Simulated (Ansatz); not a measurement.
The calculation used DFT PBE, scalar-relativistic, plane waves, PAW in Ansatz 0.2.0. Settings: cutoff 420 eV, Γ-centred meshes spaced at most about 0.3 Å⁻¹, and about 0.25 Å⁻¹ or finer for metals (2π included), Gaussian smearing. Collinear spin in cells that started with moments and kept them past the coarse steps, no spin elsewhere.

Temperature and zero-point effects are left out.

Two relaxed structures of ScBiTe₃:

A. (no spin)

```yaml
crystal:
  lattice:
    - [5.52912, 0.00000, 0.00000]
    - [0.00000, 5.52912, 0.00000]
    - [0.00000, 0.00000, 5.52912]
  atoms:
    - { symbol: Sc, position: [0.50000, 0.50000, 0.50000] }
    - { symbol: Bi, position: [0.00000, 0.00000, 0.00000] }
    - { symbol: Te, position: [0.00000, 0.50000, 0.50000] }
    - { symbol: Te, position: [0.50000, 0.00000, 0.50000] }
    - { symbol: Te, position: [0.50000, 0.50000, 0.00000] }
```

B. (site moments Sc 0.6 μB)

```yaml
crystal:
  lattice:
    - [5.82499, 0.00000, 0.00000]
    - [0.00000, 5.82499, 0.00000]
    - [0.00000, 0.00000, 5.82499]
  atoms:
    - { symbol: Sc, position: [0.00000, 0.00000, 0.00000] }
    - { symbol: Bi, position: [0.50000, 0.50000, 0.50000] }
    - { symbol: Te, position: [0.00000, 0.50000, 0.50000] }
    - { symbol: Te, position: [0.50000, 0.50000, 0.00000] }
    - { symbol: Te, position: [0.50000, 0.00000, 0.50000] }
```

Question: Which arrangement of the elements on these sites is preferred, and by what margin?

Answer: A is lower, by 0.59 eV/atom. The two share one framework of sites and differ in which element sits where. A has the cubic perovskite type, space group Pm-3m (No. 221), 33.8 Å³/atom and no gap on its mesh; B has the cubic perovskite type, space group Pm-3m (No. 221), 39.5 Å³/atom and no gap. Counting Te atoms around Bi and Sc (those within 1.25 times the shortest such distance or 1.15 times the sum of covalent radii; the shortest distance is added where it is long for a bond), A has Sc 6, Bi 12 from 3.9 Å and B has Sc 12 from 4.1 Å, Bi 6. Their magnetic states differ too. The denser one is the lower, and pressure would at first widen the difference. Both come from invented guesses. A third cell relaxed alike, in P4mm, lies 212 meV/atom below the lower of the two.

These runs have no spin–orbit coupling, which can matter for Bi and Te. The magnetic state reached may not be the lowest. Cells relaxed within their symmetry can be saddle points.
